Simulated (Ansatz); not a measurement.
PbS:
```xyz
4
Lattice="4.2157 0.0000 0.0000 0.0000 4.2157 0.0000 0.0000 0.0000 32.0000" Properties=species:S:1:pos:R:3 pbc="T T F"
Pb     0.0000     2.1079    14.5619
S      0.0000     2.1079    17.2199
Pb     2.1079     0.0000    17.4381
S      2.1079     0.0000    14.7801
```
The layer is periodic in x and y and isolated along z.

Relaxed with r²SCAN+D4.

Problem. Tabulate the total density of states from the program Ansatz at the r²SCAN+D4 level (PAW).

Solution. States/eV per cell of 4 atoms, means over 0.25 eV bins, energy of the bin centre from the valence-band maximum.

```csv
E (eV),total
-7.85,3.87
-7.60,2.99
-7.35,2.44
-7.10,2.87
-6.85,1.01
-6.60,0.72
-6.35,0.54
-6.10,0.46
-5.85,0.35
-5.60,0.20
-5.35,0.00
-5.10,0.00
-4.85,0.00
-4.60,0.00
-4.35,0.09
-4.10,0.82
-3.85,0.90
-3.60,0.98
-3.35,1.24
-3.10,2.29
-2.85,2.57
-2.60,4.35
-2.35,3.48
-2.10,3.00
-1.85,3.83
-1.60,5.24
-1.35,5.68
-1.10,2.82
-0.85,1.60
-0.60,3.31
-0.35,5.31
-0.10,0.49
0.15,0.00
0.40,0.00
0.65,0.00
0.90,0.00
1.15,0.00
1.40,0.00
1.65,0.00
1.90,0.00
2.15,0.29
2.40,2.13
2.65,4.09
2.90,1.77
3.15,1.94
3.40,3.23
3.65,3.32
3.90,3.17
4.15,3.50
4.40,4.11
```

Space group P4/nmm (square). The layer was cut from a bulk entry of the Materials Project (measured or hypothetical); whether that bulk phase is the ambient one, and whether the layer has been isolated, was not checked. The cell was relaxed with r²SCAN+D4 under the symmetry of its start; its stability against distortions is not shown here. Scalar-relativistic: spin–orbit coupling is off unless named, which matters more the heavier the elements.

Potentials: the earlier of the program's two PAW sets.
